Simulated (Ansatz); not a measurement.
AlCo$_{3}$B (anti-perovskite, Pm-3m), plane-wave PAW PBE (Ansatz code), all energies at zero smearing, with the estimated change up to a 700 eV cutoff added, with one set of potentials and settings (totals compare only within such a set). Cell of 5 atoms (1 Al, 3 Co, 1 B): -16073.244 eV.

```
element                                reference phase  E (eV/atom)
-------  ---------------------------------------------  -----------
Al                          Fm-3m, 1 atoms in the cell    -537.5055
Co       P6_3/mmc, 2 atoms in the cell, spin-polarised   -5126.1613
B                           R-3m, 12 atoms in the cell    -155.9170
```

Formation energy per atom, worked out: (-16073.244 − 1×(-537.5055) − 3×(-5126.1613) − 1×(-155.9170))/5 = -0.268 eV/atom (-26 kJ per mol of atoms), at 0 K, without zero-point energy or fitted corrections.

The start of the workflow was typed in or built on a structure type; neither database checked (COD, Materials Project) lists it. Its standing as an ambient phase is unchecked. The cell was relaxed with PBE under the symmetry of its start; its stability against distortions is not shown here. Spin order of the final state: ferromagnetic, the only order run, not a proven ground state. The references are the lowest solids computed at this level, not always the standard phases.

Potentials: the earlier of the program's two PAW sets.
